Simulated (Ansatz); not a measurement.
Given:

B:
Space group I4₁32 (No. 214); a = b = c = 4.633 Å, α = β = γ = 90.00°

```
atom  site  symmetry       x       y       z
----  ----  --------  ------  ------  ------
B       8a       .32  0.1250  0.1250  0.1250
```
(The calculation used a cell of 4 atoms; values per cell refer to that cell.)

This is the PBEsol-relaxed structure.

Question: All from plane-wave PAW PBEsol (Ansatz code), unless another level is named. Estimate the Poisson's ratio.

Answer: 0.40.

Question: Give the highest zone-centre frequency.

Answer: 1068 cm⁻¹.

Space group I4_132. The start of the workflow was typed in or built on a structure type; neither database checked (COD, Materials Project) lists it. It is not the phase usual at ambient conditions (space group No. 166). The cell was relaxed with PBEsol under the symmetry of its start; phonons on a q-mesh show weakly imaginary modes.

Potentials: the later of the program's two PAW sets.
